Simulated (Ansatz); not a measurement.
Structure optimisation: rhenium, simple cubic

These are results of DFT, LDA (PW92), plane waves (420 eV) with PAW, scalar-relativistic (Ansatz 0.2.0), not measurements. The PAW files were generated under PBE, with cores re-solved for the functional.

k-point mesh 12×12×12, Fermi-Dirac smearing 0.1 eV, no spin polarisation. Cell and atoms relax.

Starting structure:

```yaml
crystal:
  lattice:
    - [2.5141111682, 0.0, 0.0]
    - [0.0, 2.5141111682, 0.0]
    - [0.0, 0.0, 2.5141111682]
  atoms:
    - { symbol: Re, position: [0.0, 0.0, 0.0] }
hamiltonian:
  xc: lda
  pseudopotentials:
    kind: paw
    azcp:
      Re: "pseudopotentials/Re.paw.azcp"
basis:
  ecutwfc: 420
  fft_grid_basis: typed
kpoints:
  mp_grid: { grid: [12, 12, 12], shift: [0, 0, 0] }
magnetization:
  spin_polarized: false
scf:
  occupations: { method: fermi_dirac, width: 0.1 }
relax:
  max_steps: 60
  f_tol: 0.01
  cell: {}
```

Q: What cell does the relaxation end in?

A: Pm-3m with a = 2.539 Å; 16.38 Å³ per atom against 15.89 at the start (3.1 %).

Q: How much energy does the relaxation gain?

A: 13.8 meV per atom.
